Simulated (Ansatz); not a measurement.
GaPt:
```
GaPt
1.0
    4.91951     0.00000     0.00000
    0.00000     4.91951     0.00000
    0.00000     0.00000     4.91951
Ga Pt
4 4
Direct
  0.09282   0.09282   0.09282
  0.40718   0.90718   0.59282
  0.59282   0.40718   0.90718
  0.90718   0.59282   0.40718
  0.39891   0.39891   0.39891
  0.10109   0.60109   0.89891
  0.89891   0.10109   0.60109
  0.60109   0.89891   0.10109
```

Relaxed with r²SCAN.

### Question
Map the electron localisation function on the plane through (0.093, 0.093, 0.093) spanned by u = [1, 0, 0] and v = [0, 1, 0] in lattice vectors, from DFT-r²SCAN in the program Ansatz with PAW potentials.

### Answer
x is the fraction of u, y of v (the angle between them is 90°; rows are the nearest grid lines); atoms in the plane: Ga at (0.00, 0.00), Pt at (0.51, 0.81).
```
y \ x   0.000  0.0800  0.200  0.280  0.360  0.440  0.560  0.640  0.720  0.800  0.920   1.00
------  -----  ------  -----  -----  -----  -----  -----  -----  -----  -----  -----  -----
1.00    0.341   0.034  0.245  0.362  0.284  0.322  0.359  0.325  0.377  0.251  0.042  0.341
0.920   0.042   0.102  0.288  0.368  0.392  0.586  0.606  0.449  0.362  0.300  0.106  0.042
0.840   0.231   0.234  0.369  0.330  0.527  0.674  0.670  0.580  0.323  0.335  0.241  0.231
0.760   0.334   0.349  0.310  0.265  0.510  0.682  0.674  0.572  0.273  0.269  0.329  0.334
0.680   0.347   0.320  0.243  0.218  0.332  0.566  0.573  0.391  0.233  0.256  0.322  0.347
0.600   0.334   0.283  0.216  0.218  0.224  0.286  0.308  0.261  0.264  0.290  0.320  0.334
0.520   0.373   0.299  0.212  0.245  0.282  0.305  0.314  0.300  0.306  0.320  0.351  0.373
0.480   0.359   0.287  0.219  0.263  0.316  0.324  0.312  0.308  0.311  0.327  0.345  0.359
0.400   0.288   0.246  0.243  0.291  0.325  0.274  0.231  0.244  0.277  0.315  0.307  0.288
0.320   0.319   0.294  0.260  0.297  0.316  0.264  0.221  0.194  0.202  0.251  0.323  0.319
0.240   0.327   0.345  0.289  0.292  0.327  0.273  0.219  0.188  0.145  0.183  0.307  0.327
0.160   0.224   0.236  0.297  0.295  0.335  0.345  0.298  0.233  0.164  0.190  0.225  0.224
0.0800  0.034   0.103  0.242  0.322  0.309  0.329  0.340  0.310  0.281  0.213  0.107  0.034
0.000   0.341   0.034  0.245  0.362  0.284  0.322  0.359  0.325  0.377  0.251  0.042  0.341
```

The density is the valence pseudo-density with augmentation charge, so density and ELF within about 1 Å of a nucleus are not all-electron values.

Space group P2_13. The workflow started from a Materials Project entry (that database holds measured and hypothetical structures alike); the Crystallography Open Database copy checked does not list it. With Ga and Pt taken as one species the cell has the higher symmetry Pa-3, so it may be an ordered model of a mixed-site phase. Its standing as an ambient phase is unchecked. The r²SCAN relaxation kept the symmetry of its start; of distortions, only those at the zone centre were tested. The run is not spin-polarised. Scalar-relativistic: spin–orbit coupling is off unless named, which matters more the heavier the elements.

Potentials: the later of the program's two PAW sets.
